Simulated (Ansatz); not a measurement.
ScNiF2, a known structure type with other elements, at an estimated volume

```yaml
crystal:
  lattice:
    - [1.65734, 2.87060, 0.00000]
    - [-1.65734, 2.87060, 0.00000]
    - [0.00000, 0.00000, 11.75558]
  atoms:
    - { symbol: Ni, position: [0.33330, 0.33340, 0.25000] }
    - { symbol: Ni, position: [0.66660, 0.66670, 0.75000] }
    - { symbol: Sc, position: [0.00000, 0.00000, 0.00000] }
    - { symbol: Sc, position: [0.00000, 0.00000, 0.50000] }
    - { symbol: F, position: [0.33330, 0.33340, 0.08945] }
    - { symbol: F, position: [0.66660, 0.66670, 0.58945] }
    - { symbol: F, position: [0.33330, 0.33340, 0.41055] }
    - { symbol: F, position: [0.66670, 0.66670, 0.91055] }
```

Single point in Ansatz 0.2.0 with r2SCAN, collinear spin. Cutoff 500 eV, PAW datasets, 8×8×2 Γ-centred k mesh, gaussian filling (width 0.0883 eV).

Magnetic state (reached from a saved solution, and it need not be the lowest): Ni1 up, Ni2 down, Sc3 down, Sc4 up.

Problem. What happens at the Fermi level?

Solution. It is a metal, with about 4 states/eV a cell as the mean within 0.25 eV of the Fermi level, mostly Sc d (52 %) and Ni d (24 %).

Problem. Is the cell too large or too small?

Solution. The pressure is 4.5 GPa (compression positive), so with the atoms held at these fractions the cell would first expand; the forces are large, so a full relaxation may end otherwise. The principal stresses 0.1, 0.1, 13.5 GPa differ, so its shape would change too.

Problem. What do density and ELF say about some of the short contacts?

Solution. Ni–F at 1.89 Å: least valence density 0.57 e/Å³ and ELF 0.09 there. Sc–F at 2.18 Å: least valence density 0.32 e/Å³ and ELF 0.06 there. Both are smooth PAW fields, read partly inside the augmentation spheres.

Problem. Which element gives electrons and which takes them?

Solution. Bader charges in e: Sc +1.68, Ni +0.14, F -0.91. In the mean Sc gives up most and F takes most.

Problem. Give the spin moments.

Solution. Ni1 +0.81, Ni2 -0.81, Sc3 -0.76, Sc4 +0.76 μB of spin moment in Bader basins; net size 0.00 μB a cell.

Origin: a known structure type with other elements, at an estimated volume, so it need not be a known compound. Caveats: semilocal functionals often miss the gap of such magnets; atoms or cell far from equilibrium.

Cost: 9.4 min on 1 thread of Arm Neoverse V1, on a shared host, peak memory 1.2 GiB (start from a saved density). The time holds forces, stress, Bader, DOS, bands, ELF.
